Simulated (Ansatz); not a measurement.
## A trial form of CoIrC4N4

Theory: DFT PBE, scalar-relativistic, plane waves, PAW (Ansatz). Cutoff 420 eV, Gaussian smearing, Γ-centred meshes. Cell and atoms relax first on a coarse mesh and then on a converged one. In between, the cell is made exact in the group found at 0.06 Å. The steps can't lower the symmetry of their start. Collinear spin, starting moments Co 3.0; Ir 1.0 μB.

The guess for CoIrC4N4 was made by a generator: two interpenetrating cyanide-bridged diamond nets (P-43m, No. 215). Lengths were set from tabulated atomic sizes, so they are only a guess.

```
CELL_PARAMETERS angstrom
5.88262 0.00000 0.00000
0.00000 5.88262 0.00000
0.00000 0.00000 5.88262
ATOMIC_POSITIONS crystal
Co 0.00000 0.00000 0.00000
Ir 0.50000 0.50000 0.50000
C 0.18814 0.18814 0.18814
C 0.18814 0.81186 0.81186
C 0.81186 0.18814 0.81186
C 0.81186 0.81186 0.18814
N 0.30297 0.30297 0.30297
N 0.30297 0.69703 0.69703
N 0.69703 0.30297 0.69703
N 0.69703 0.69703 0.30297
```

Formation energies are uncorrected and refer to the elements' standard structures at the same level (N₂ as a molecule).

Q: Which structure results?

A: The symmetry stays P-43m (No. 215). The volume per atom shrinks by 4.7 %, from 20.4 to 19.4 Å³. The shortest distance goes from 1.17 Å (C–N) to 1.18 Å (C–N). Conventional cell: a = 5.790 Å. Around Co lie 4 C at 1.87 Å; Ir has 4 N at 1.96 Å; C is surrounded by 1 N at 1.18 Å and 1 Co at 1.87 Å; N has 1 C at 1.18 Å and 1 Ir at 1.96 Å.

```cif
data_structure
_symmetry_space_group_name_H-M 'P 1'
_symmetry_Int_Tables_number 1
_cell_length_a 5.7899
_cell_length_b 5.7899
_cell_length_c 5.7899
_cell_angle_alpha 90.000
_cell_angle_beta 90.000
_cell_angle_gamma 90.000
_cell_volume 194.09
loop_
_atom_site_label
_atom_site_type_symbol
_atom_site_fract_x
_atom_site_fract_y
_atom_site_fract_z
_atom_site_occupancy
Co1 Co 0.00000 0.00000 0.00000 1
Ir1 Ir 0.50000 0.50000 0.50000 1
C1 C 0.18598 0.18598 0.18598 1
C2 C 0.18598 0.81402 0.81402 1
C3 C 0.81402 0.18598 0.81402 1
C4 C 0.81402 0.81402 0.18598 1
N1 N 0.30411 0.30411 0.30411 1
N2 N 0.30411 0.69589 0.69589 1
N3 N 0.69589 0.30411 0.69589 1
N4 N 0.69589 0.69589 0.30411 1
```

Q: How does it come out in energy, and is it a metal?

A: The energy over the elements is +0.752 eV/atom, the gap on the 6×6×6 mesh of the 10-atom cell is 0.45 eV and the net moment per atom is 0.00 μB. The moment by site is Co 1.4; Ir -0.9 μB.

It can't be a ground state, since the elements alone are lower.

The last run used collinear spin and Gaussian smearing of 0.02 eV. Spin–orbit coupling, which can matter for Ir, is left out. Kohn–Sham gaps at this level usually fall short of measured ones. The reference form of C is held partly by dispersion forces, which this level lacks. The magnetic state reached may not be the lowest. Symmetry constrained the relaxation, so the result can be a saddle point. In all, the 3 runs took 2.9 min on 1 thread of Intel(R) Xeon(R) 6975P-C (Granite Rapids), with other jobs on the host. Site moments count only spheres around the atoms; the net moment includes the space between them.
